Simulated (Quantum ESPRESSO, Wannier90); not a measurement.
# Wannierisation of InSe (R3m)

```
begin unit_cell_cart
ang
   -2.0233451426    3.5045365883    0.0000000000
   -4.0466902853    0.0000000000    0.0000000000
   -2.0233451426    1.1681788628    8.6085230000
end unit_cell_cart
begin atoms_frac
In   0.1103500000  0.1103500000 -0.3310500000
In   0.0018300000  0.0018300000 -0.0054900000
Se  -0.3802870000 -0.3802870000  0.1408610000
Se  -0.1741930000 -0.1741930000 -0.4774210000
end atoms_frac
```

Cell from Materials Project (mp-22691), symmetrised, no further relaxation. COD (Crystallography Open Database) has the formula in 2 space groups, this one among them (matched by group alone). Computed values, not measurements, from PBEsol: Quantum ESPRESSO (norm-conserving PseudoDojo potentials, cutoff 69 Ry, spinors with spin-orbit coupling) on a Γ-centred 4×4×4 mesh, then Wannier90. Density: 10×10×10 mesh, Gaussian smearing 0.01 Ry. The cell is built of weakly bound layers, chains or molecules, whose nearest atoms lie 4.03 Å apart. Database cells relaxed without dispersion often hold them too far apart, which can enlarge gaps and weakens couplings between them; spacing and stacking were not compared with the measured crystal.

Functional, cutoff and mesh named above are those of the base row (1); the first column says what each row takes instead. Model: 32 functions from bands 41-92, start hydrogen-like In: s;p; Se: s;p, disentangled but not localised (num_iter = 0), frozen window tied to the conduction edge or Fermi level of each row, as listed, which moves Ω_I and hoppings a little by itself. Energies are relative to the valence-band maximum; the misfit is to pw.x on a path, for states up to 1.3 eV relative to the valence-band maximum. The lattice is scaled uniformly, fractional positions fixed. The disentangled Ω_I can sit in another minimum from row to row.

```
scale  frozen to (eV)  Ω_I (Å²)  rms misfit (meV)  gap (eV)  on-site In1 pz↑ minus In1 s↑ (eV)  hopping modulus In2 pz↑ – In1 pz↑, R = 0 0 0 (eV)  hopping modulus In2 pz↑ – In1 s↑, R = 0 0 0 (eV)  hopping modulus In2 s↑ – In1 s↑, R = 0 0 0 (eV)
-----  --------------  --------  ----------------  --------  ---------------------------------  -------------------------------------------------  ------------------------------------------------  -----------------------------------------------
0.98             1.96     52.04                35      0.46                               5.83                                              2.279                                             2.127                                            1.421
1                1.80     50.43                25      0.31                               5.94                                              2.238                                             2.022                                            1.326
1.02             1.68     49.72                22      0.18                               6.02                                              2.190                                             1.921                                            1.233
1.04             1.59     48.84                19      0.09                               6.09                                              2.143                                             1.825                                            1.150
```
